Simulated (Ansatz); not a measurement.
**ZrGa2S2, before and after**

The cell of ZrGa2S2 is invented: random cell by space group and Wyckoff sites (P4mm, No. 99). Lengths were set from tabulated atomic sizes, so they are only a guess.

POSCAR.start

```
Zr Ga S
1.0
     4.42830    0.00000    0.00000
     0.00000    4.42830    0.00000
     0.00000    0.00000    6.33551
Zr Ga S
1 2 2
Direct
  0.50000 0.50000 0.65544
  0.50000 0.00000 0.81255
  0.00000 0.50000 0.81255
  0.50000 0.00000 0.40350
  0.00000 0.50000 0.40350
```

Theory: Ansatz 0.2.0, DFT PBE, scalar-relativistic, plane waves, PAW. Cutoff 420 eV, Gaussian smearing, Γ-centred meshes. Cell and atoms relax first on a coarse mesh and then on a finer one. In between, the cell is made exact in the group found at 0.06 Å. In metals the finer mesh still leaves noise of several meV/atom or more. The steps can't lower the symmetry of their start. No spin polarisation in the relaxation; trial moments died out in a coarse test.

POSCAR.end

```
Zr Ga S
1.0
     4.55465    0.00000    0.00000
     0.00000    4.55465    0.00000
     0.00000    0.00000    5.42912
Zr Ga S
1 2 2
Direct
  0.50000 0.50000 0.54972
  0.50000 0.00000 0.91792
  0.00000 0.50000 0.91792
  0.50000 0.00000 0.35099
  0.00000 0.50000 0.35099
```

The symmetry stays P4mm (No. 99). The volume per atom shrinks by 9.3 %, from 24.8 to 22.5 Å³. The shortest distance goes from 2.43 Å (Zr–Ga) to 2.35 Å (Ga–S). The ratio c/a of the conventional cell changes by a factor of 0.83. The energy falls by about 0.94 eV/atom (the start's value is from the coarse mesh).

* Volume per atom: 22.53 Å³
* Density: 4.35 g/cm³
* Formation energy: −0.55 eV/atom
* Gap on the 8×8×8 mesh of the 5-atom cell: 0 eV (a metal)

The zero of energy is the elements' standard structures at the same level; no fitted shifts are applied. It lies below the elements, which doesn't yet make it stable against other compounds or structures.

The last run used Gaussian smearing of 0.10 eV. The reference form of S is held partly by dispersion forces, which this level lacks. A structure relaxed within its symmetry needn't be a true minimum. In all, the 3 runs took 3.1 min on 1 thread of Arm Neoverse V2 (shared host).
